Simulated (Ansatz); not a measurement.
Li2ClF, ordered on the rocksalt lattice (P4/mmm) with 4 atoms a cell, relaxed with r2SCAN. It is tetragonal, P4/mmm (No. 123); conventional cell a = 3.343 Å, c = 4.601 Å, 12.86 Å³ an atom. F has 6 Li at 2.30–2.36 Å; Li has 2 F at 2.30 Å and 4 Cl at 2.36 Å; Cl has 6 Li at 2.30–2.36 Å; Li has 2 Cl at 2.30 Å and 4 F at 2.36 Å.

```cif
data_structure
_symmetry_space_group_name_H-M 'P4/mmm'
_symmetry_Int_Tables_number 123
_cell_length_a 3.3431
_cell_length_b 3.3431
_cell_length_c 4.6013
_cell_angle_alpha 90.000
_cell_angle_beta 90.000
_cell_angle_gamma 90.000
_cell_volume 51.43
loop_
_atom_site_label
_atom_site_type_symbol
_atom_site_symmetry_multiplicity
_atom_site_Wyckoff_symbol
_atom_site_fract_x
_atom_site_fract_y
_atom_site_fract_z
_atom_site_occupancy
F1 F 1 a 0.00000 0.00000 0.00000 1
Li1 Li 1 b 0.00000 0.00000 0.50000 1
Cl1 Cl 1 d 0.50000 0.50000 0.50000 1
Li2 Li 1 c 0.50000 0.50000 0.00000 1
```

3 runs of Ansatz 0.2.0 on this cell differ in the functional (and in the settings that go with it). Levels are in eV from each run's valence top; v1 is the last filled band, c1 the first empty one.

Run A, mean stress 0.0 GPa (compression positive):
```
point     v5     v3     v1    c1     c2     c3
    Γ  -1.14  -0.27  -0.08  7.69  10.14  10.98
    X  -1.69  -1.27  -0.03  9.68  10.37  10.51
    M  -3.09  -1.08  -0.98  9.82  10.93  10.93
```

Run B, mean stress +1.4 GPa (compression positive):
```
point     v5     v3     v1    c1     c2     c3
    Γ  -1.07  -0.21  -0.05  6.86   9.46  10.11
    X  -1.67  -1.19  -0.03  8.82   9.62   9.65
    M  -3.05  -0.99  -0.91  9.03  10.27  10.27
```

Run C, mean stress +0.2 GPa (compression positive):
```
point     v5     v3     v1     c1     c2     c3
    Γ  -1.53  -0.56  -0.22   9.09  11.69  12.48
    X  -2.01  -1.79  -0.04  11.12  11.97  11.99
    M  -3.42  -1.38  -1.36  11.35  12.53  12.53
```

Question: Match the runs to PBE, r2SCAN, PBE0.

Answer: A is r2SCAN, B is PBE, C is PBE0. In order of the gap: PBE 6.59, r2SCAN 7.31, PBE0 8.79 eV.

(Calculated; spin-unpolarised; the phase may be known or hypothetical.)

The stress of a hybrid is loosely converged in these runs.

The meshes of the hybrids are coarse, so their gaps aren't converged to the digits shown.
